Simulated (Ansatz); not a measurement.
Relaxation of a relaxed Pt cell, doubled along one cell vector, shaken by Gaussian noise of σ = 0.08 Å a coordinate; 6 atoms in the cell, which starts as P1 (No. 1), aP6; a = 2.7035 Å, b = 4.5307 Å, c = 7.8475 Å, α = β = γ = 90.00°. The numbers are results of PBE (plane waves to 420 eV, PAW, scalar-relativistic; Ansatz, a program for electronic structure), not measurements. Γ-centred k-mesh 4×8×12 on the run's cell (coarser than for final values), Fermi–Dirac smearing 0.05 eV. This is the first round of the run. 

The optimiser's lines from the output (shortened; P is positive under compression):

```
relax step   1: F+E_penalty+E_count = -75146.68912988 eV  Δ(F+E_penalty+E_count) = +0.000e0 eV  max|allowed force component| = 3.402e0 eV/Å  Δτ_max = 0.0000 Å  P = +6.532 GPa  Ω = 96.123 Å³  (9 SCF iters, dr2 threshold 1.00e-7 eV, accepted)
relax step   2: F+E_penalty+E_count = -75147.34164379 eV  Δ(F+E_penalty+E_count) = -6.525e-1 eV  max|allowed force component| = 1.290e0 eV/Å  Δτ_max = 0.1948 Å  P = +0.963 GPa  Ω = 96.128 Å³  (7 SCF iters, dr2 threshold 6.00e-7 eV, accepted)
relax step   3: F+E_penalty+E_count = -75147.43065080 eV  Δ(F+E_penalty+E_count) = -8.901e-2 eV  max|allowed force component| = 4.654e-1 eV/Å  Δτ_max = 0.1493 Å  P = -2.751 GPa  Ω = 97.661 Å³  (6 SCF iters, dr2 threshold 6.00e-7 eV, accepted)
relax step   4: F+E_penalty+E_count = -75147.61328871 eV  Δ(F+E_penalty+E_count) = -1.826e-1 eV  max|allowed force component| = 3.322e-1 eV/Å  Δτ_max = 0.2000 Å  P = +1.903 GPa  Ω = 95.043 Å³  (7 SCF iters, dr2 threshold 6.00e-7 eV, accepted)
relax step   5: F+E_penalty+E_count = -75147.87049157 eV  Δ(F+E_penalty+E_count) = -2.572e-1 eV  max|allowed force component| = 4.342e-1 eV/Å  Δτ_max = 0.2000 Å  P = +5.695 GPa  Ω = 92.761 Å³  (6 SCF iters, dr2 threshold 6.00e-7 eV, accepted)
relax step   6: F+E_penalty+E_count = -75147.97643350 eV  Δ(F+E_penalty+E_count) = -1.059e-1 eV  max|allowed force component| = 7.017e-1 eV/Å  Δτ_max = 0.1690 Å  P = +6.074 GPa  Ω = 92.257 Å³  (7 SCF iters, dr2 threshold 6.00e-7 eV, accepted)
relax step   7: F+E_penalty+E_count = -75148.16145761 eV  Δ(F+E_penalty+E_count) = -1.850e-1 eV  max|allowed force component| = 3.827e-2 eV/Å  Δτ_max = 0.1391 Å  P = -2.250 GPa  Ω = 94.311 Å³  (6 SCF iters, dr2 threshold 6.00e-7 eV, accepted)
relax step   8: F+E_penalty+E_count = -75148.16829988 eV  Δ(F+E_penalty+E_count) = -6.842e-3 eV  max|allowed force component| = 6.770e-3 eV/Å  Δτ_max = 0.0158 Å  P = +0.461 GPa  Ω = 93.681 Å³  (6 SCF iters, dr2 threshold 6.00e-7 eV, accepted)
relax step   9: F+E_penalty+E_count = -75148.17492044 eV  Δ(F+E_penalty+E_count) = -6.621e-3 eV  max|allowed force component| = 1.440e-1 eV/Å  Δτ_max = 0.0385 Å  P = -0.525 GPa  Ω = 94.354 Å³  (6 SCF iters, dr2 threshold 6.00e-7 eV, accepted)
relax step  10: F+E_penalty+E_count = -75148.21538855 eV  Δ(F+E_penalty+E_count) = -4.047e-2 eV  max|allowed force component| = 1.241e-1 eV/Å  Δτ_max = 0.0212 Å  P = +0.396 GPa  Ω = 94.565 Å³  (6 SCF iters, dr2 threshold 6.00e-7 eV, accepted)
relax step  11: F+E_penalty+E_count = -75148.25225587 eV  Δ(F+E_penalty+E_count) = -3.687e-2 eV  max|allowed force component| = 3.011e-3 eV/Å  Δτ_max = 0.0304 Å  P = +0.185 GPa  Ω = 94.763 Å³  (6 SCF iters, dr2 threshold 6.00e-7 eV, accepted)
relax step  12: F+E_penalty+E_count = -75148.23457600 eV  Δ(F+E_penalty+E_count) = +1.768e-2 eV  max|allowed force component| = 5.367e-2 eV/Å  Δτ_max = 0.0145 Å  P = +0.818 GPa  Ω = 94.771 Å³  (6 SCF iters, dr2 threshold 6.00e-7 eV, rejected (line search))
relax step  13: F+E_penalty+E_count = -75148.25851822 eV  Δ(F+E_penalty+E_count) = -6.262e-3 eV  max|allowed force component| = 4.537e-4 eV/Å  Δτ_max = 0.0012 Å  P = +0.016 GPa  Ω = 94.859 Å³  (9 SCF iters, accepted)
relax step  14: F+E_penalty+E_count = -75148.25855124 eV  Δ(F+E_penalty+E_count) = -3.301e-5 eV  max|allowed force component| = 4.831e-5 eV/Å  Δτ_max = 0.0001 Å  P = +0.001 GPa  Ω = 94.867 Å³  (6 SCF iters, dr2 threshold 1.23e-8 eV, accepted)
relax step  15: F+E_penalty+E_count = -75148.25856057 eV  Δ(F+E_penalty+E_count) = -9.338e-6 eV  max|allowed force component| = 2.638e-4 eV/Å  Δτ_max = 0.0001 Å  P = +0.014 GPa  Ω = 94.863 Å³  (6 SCF iters, accepted)
relax step  16: F+E_penalty+E_count = -75148.25862574 eV  Δ(F+E_penalty+E_count) = -6.517e-5 eV  max|allowed force component| = 2.639e-4 eV/Å  Δτ_max = 0.0000 Å  P = +0.039 GPa  Ω = 94.863 Å³  stress off target by 8.11e-2 GPa  SCF on the basis re-selected at this cell (its energy is not comparable with the rows above)  (6 SCF iters)
relax step  17: F+E_penalty+E_count = -75148.25861660 eV  Δ(F+E_penalty+E_count) = +9.139e-6 eV  max|allowed force component| = 5.424e-4 eV/Å  Δτ_max = 0.0001 Å  P = -0.036 GPa  Ω = 94.896 Å³  (6 SCF iters, dr2 threshold 1.64e-8 eV, accepted)
relax step  18: F+E_penalty+E_count = -75148.25862540 eV  Δ(F+E_penalty+E_count) = -8.796e-6 eV  max|allowed force component| = 5.351e-5 eV/Å  Δτ_max = 0.0001 Å  P = +0.001 GPa  Ω = 94.881 Å³  (7 SCF iters, dr2 threshold 4.11e-9 eV, accepted)
relax step  19: F+E_penalty+E_count = -75148.25863522 eV  Δ(F+E_penalty+E_count) = -9.823e-6 eV  max|allowed force component| = 5.346e-5 eV/Å  Δτ_max = 0.0000 Å  P = +0.001 GPa  Ω = 94.881 Å³  stress off target by 1.52e-3 GPa  SCF on the basis re-selected at this cell (its energy is not comparable with the rows above)  (7 SCF iters)
```

From the first to the last row the energy changes by -0.26 eV/atom and the volume by -1.3 %. The last row is marked as not comparable with the walk above it, whose basis was carried along; it does compare with step 1, since both stand on a basis selected at the nominal cutoff for their own cell.

Step 12 was rejected by the optimiser.

Later rounds, restarted from the end of this one on a renewed k-mesh, logged 4 more steps and released under 0.01 eV/atom more. The final structure after all rounds: I4/mmm (No. 139), tI2, AFLOW prototype A_tI2_139_a (A_a); a = b = 3.3990 Å, c = 2.7379 Å, α = β = γ = 90.00°. Between re-selections the logged energies stand on a plane-wave basis carried along with the cell. No spin polarisation in the result.

The relaxed structure here is a generated cell of Pt: the first start was made by placing the elements on the sites of a structure type, and the end was not matched to a known phase here, so it may be hypothetical. Known forms of Pt include space group No. 225.
